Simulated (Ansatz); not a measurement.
## Profile along the Mo–P line in MoP (WC type, space group P-6m2)

MoP (WC type, space group P-6m2)

```
CELL_PARAMETERS angstrom
      3.24080     0.00000     0.00000
     -1.62040     2.80662     0.00000
      0.00000     0.00000     3.19537
ATOMIC_POSITIONS crystal
  Mo 0.00000 0.00000 0.00000
  P  0.66667 0.33333 0.50000
```

Fields along a shortest Mo–P line of a (-1 2 -1 0) plane (2.46 Å), from Mo to P, interpolated on the slice's grid (step about 0.2 Å). These are PBE (plane waves to 420 eV, PAW, scalar-relativistic; Ansatz, a first-principles code) values and carry that method's errors. k mesh 16×16×15. Inside the PAW spheres the values are not all-electron values, and peaks at nuclei hang on which shells count as valence. MoP is run without spin polarisation. MoP was relaxed with its symmetry unable to fall.

| distance from Mo (Å) | valence electron density (e/Å³) | electron localisation function |
|---|---|---|
| 0.00 | 6.31 | x |
| 0.12 | 6.46 | x |
| 0.25 | 6.55 | x |
| 0.37 | 6.21 | x |
| 0.49 | 5.19 | x |
| 0.61 | 3.76 | 0.74 |
| 0.74 | 2.34 | 0.65 |
| 0.86 | 1.33 | 0.48 |
| 0.98 | 0.81 | 0.35 |
| 1.11 | 0.60 | 0.33 |
| 1.23 | 0.54 | 0.44 |
| 1.35 | 0.55 | 0.62 |
| 1.48 | 0.62 | 0.75 |
| 1.60 | 0.71 | 0.81 |
| 1.72 | 0.76 | 0.80 |
| 1.84 | 0.74 | 0.66 |
| 1.97 | 0.58 | x |
| 2.09 | 0.36 | x |
| 2.21 | 0.16 | x |
| 2.34 | 0.05 | x |
| 2.46 | 0.03 | x |

x: too close to a nucleus for the ELF to mean much.

Density on the Mo–P line (2.46 Å) at its midpoint: 0.54 e/Å³. ELF at that point: 0.4.
